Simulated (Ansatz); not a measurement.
## AgBiSCl2: pressure against volume

A database entry relaxed whole under r2SCAN (Cmcm):

```
CELL_PARAMETERS angstrom
2.01136 -6.92201 0.00000
2.01136 6.92201 0.00000
0.00000 0.00000 8.74209
ATOMIC_POSITIONS crystal
Ag 0.00000 0.00000 0.50000
Ag 0.00000 0.00000 0.00000
Bi 0.70901 0.29099 0.25000
Bi 0.29099 0.70901 0.75000
S 0.08150 0.91850 0.25000
S 0.91850 0.08150 0.75000
Cl 0.65728 0.34272 0.56148
Cl 0.34272 0.65728 0.06148
Cl 0.34272 0.65728 0.43852
Cl 0.65728 0.34272 0.93852
```

The cell was scaled uniformly, its shape held, and the atoms relaxed at each volume with plane-wave PAW DFT (Ansatz 0.2.0; r2SCAN, 500 eV, 8×8×4 Γ-centred mesh, fermi-dirac occupations of width 0.020 eV; no spin, no spin-orbit coupling). One row is withheld.

```csv
volume (Å³/atom),energy over the lowest (meV/atom),pressure (GPa)
22.882,14.5,3.42
23.369,6.1,2.12
23.856,1.5,0.99
24.343,0.0,0.00
24.829,?,?
25.316,5.0,-1.55
25.803,10.6,-2.14
```

Task: Fit the pressures of the other rows to the third-order Birch-Murnaghan form.

Result: With f = [(V₀/V)^(2/3) − 1]/2 and P = 3B₀f(1 + 2f)^(5/2)[1 + 3(B₀′ − 4)f/2], least squares gives V₀ = 24.35 Å³ an atom, B₀ = 45 GPa and B₀′ = 6.7; the rows miss the fit by 0.01 GPa. The slope of the energies differs from these pressures by less than 0.05 GPa.

Task: What does the withheld row hold?

Result: The fit gives -0.83 GPa at 24.829 Å³; the run gave -0.84 GPa and 1.3 meV an atom.

Caveats: the shape of the cell was held, so B₀ is an upper bound where the axes differ in stiffness; 0 K, fixed nuclei; the symmetry was kept, and this need not be the phase that is stable at 0 K; one mesh for all volumes; no dispersion correction, so weakly bound layers stand too far apart; pressure is positive in compression.
